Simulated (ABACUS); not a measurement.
Input and output of a self-consistent single point for Sr5Cd3 (I4/mcm, 32 atoms in the cell; from Materials Project mp-542484) (ABACUS).

Method: LDA (PW92), numerical atomic orbitals TZP (confined pseudo-atomic orbitals; energy shift 0.003 Ry), PseudoDojo 0.4 standard norm-conserving LDA (tails mended) pseudopotentials (ABACUS).

```
CELL_PARAMETERS angstrom
      8.77162     0.00000     0.00000
      0.00000     8.77162     0.00000
      0.00000     0.00000    16.41355
ATOMIC_POSITIONS crystal
  Sr 0.50000 0.50000 0.00000
  Sr 0.00000 0.00000 0.00000
  Sr 0.66916 0.16916 0.14678
  Sr 0.83084 0.33084 0.35322
  Sr 0.83084 0.66916 0.14678
  Sr 0.66916 0.83084 0.35322
  Sr 0.33084 0.83084 0.14678
  Sr 0.16916 0.66916 0.35322
  Sr 0.16916 0.33084 0.14678
  Sr 0.33084 0.16916 0.35322
  Sr 0.00000 0.00000 0.50000
  Sr 0.50000 0.50000 0.50000
  Sr 0.16916 0.66916 0.64678
  Sr 0.33084 0.83084 0.85322
  Sr 0.33084 0.16916 0.64678
  Sr 0.16916 0.33084 0.85322
  Sr 0.83084 0.33084 0.64678
  Sr 0.66916 0.16916 0.85322
  Sr 0.66916 0.83084 0.64678
  Sr 0.83084 0.66916 0.85322
  Cd 0.50000 0.50000 0.25000
  Cd 0.00000 0.00000 0.25000
  Cd 0.87870 0.37870 0.00000
  Cd 0.12130 0.62130 0.00000
  Cd 0.62130 0.87870 0.00000
  Cd 0.37870 0.12130 0.00000
  Cd 0.00000 0.00000 0.75000
  Cd 0.50000 0.50000 0.75000
  Cd 0.37870 0.87870 0.50000
  Cd 0.62130 0.12130 0.50000
  Cd 0.12130 0.37870 0.50000
  Cd 0.87870 0.62130 0.50000
```

Reference input (self-consistent single point, DFT, LDA (PW92), numerical atomic orbitals TZP (confined pseudo-atomic orbitals; energy shift 0.003 Ry), PseudoDojo 0.4 standard norm-conserving LDA (tails mended) pseudopotentials): basis = TZP numerical atomic orbitals, energy shift 0.003 Ry; KPT = Gamma 2 2 1 0 0 0; basis_type = lcao; dft_functional = PWLDA; ecutwfc = 100 Ry; smearing_method = mv; smearing_sigma = 0.0199916 Ry; potentials = PseudoDojo 0.4 standard norm-conserving LDA (tails mended); symmetry = 1; ks_solver = scalapack_gvx; scf_nmax = 100; scf_thr = 1.0e-07. This run's input differs from it in these lines:

```diff
@@ -83,3 +83,3 @@
 Gamma
-2 2 1 0 0 0
+4 4 2 0 0 0
```

Log, with long lists cut:

```
 SELF-CONSISTENT
 -------------------------------------------

                  longest orb rcut (Bohr) = 10.1
   longest nonlocal projector rcut (Bohr) = 1.7
                     search radius (Bohr) = 23.6

                          real space grid = [ 108, 108, 200 ]

                                 init_chg = atomic

 LCAO ALGORITHM --------------- ION=   1  ELEC=   1--------------------------------

 Density error is 0.0244157760709
 E_KohnSham     -5577.2257654598     -75882.0494426643
 E_Fermi        0.5339591898         7.2648874812

 LCAO ALGORITHM --------------- ION=   1  ELEC=   2--------------------------------

   [... lines left out ...]

   [... 7 blocks of this kind left out ...]

 LCAO ALGORITHM --------------- ION=   1  ELEC=  10--------------------------------

 Density error is 1.27435943367e-07
 E_KohnSham     -5577.3215997878     -75883.3533355902
 E_Fermi        0.5315515718         7.2321301575

 LCAO ALGORITHM --------------- ION=   1  ELEC=  11--------------------------------

 Density error is 3.33485426919e-08
 E_KohnSham     -5577.3215997878     -75883.3533355899
 E_KS(sigma->0) -5577.3117337592     -75883.2191013842
 E_entropy(-TS) -0.0197320572        -0.2684684114
 E_Fermi        0.5315515664         7.2321300842
 charge density convergence is achieved
 final etot is -75883.353336 eV
 EFERMI = 7.2321300842 eV

 STATE ENERGY(eV) AND OCCUPATIONS    NSPIN == 1
   [... 262 lines left out ...]

 TOTAL-FORCE (eV/Angstrom)
                       Sr1         0.0000000000         0.0000000000         0.0000000000
                       Sr2         0.0000000000         0.0000000000         0.0000000000
                       Sr3        -0.0011030077        -0.0011030077        -0.1013992453
                       Sr4         0.0011030077         0.0011030077         0.1013992453
                       Sr5         0.0011030077        -0.0011030077        -0.1013992453
   [... 23 lines left out ...]
                       Cd9         0.0673396111         0.0673396111         0.0000000000
   [... lines left out ...]

 TOTAL-STRESS (KBAR)
       -27.3214239607         0.0000000000         0.0000000000
         0.0000000000       -27.3214239607         0.0000000000
         0.0000000000        -0.0000000000       -23.7834099343
 TOTAL-PRESSURE: -26.142086 KBAR

 --------------------------------------------
 !FINAL_ETOT_IS -75883.3533355899126036 eV
 --------------------------------------------
```

The run converged in 11 iterations. Against the reference run the free energy drops by 5.0 meV/atom, the pressure goes from -2.72 to -2.61 GPa and the largest force goes from 0.125 to 0.101 eV/Å.

The atom-centred basis is finite, which shifts total energies, pressures and forces against plane waves. This run is one point of a test of settings, so its values need not be converged; read them against the reference run alone. The structure comes from a collection of computed structures, made at another level of theory; the collection holds predicted forms beside known ones.

Cost on one core: around 6 core-minutes (rough).

The atomic orbitals were generated for these runs; they are not ABACUS's published sets and were checked against plane waves on a few crystals only.

“Tails mended”: in these copies of the files the far tail of each local potential was reset to the Coulomb form.
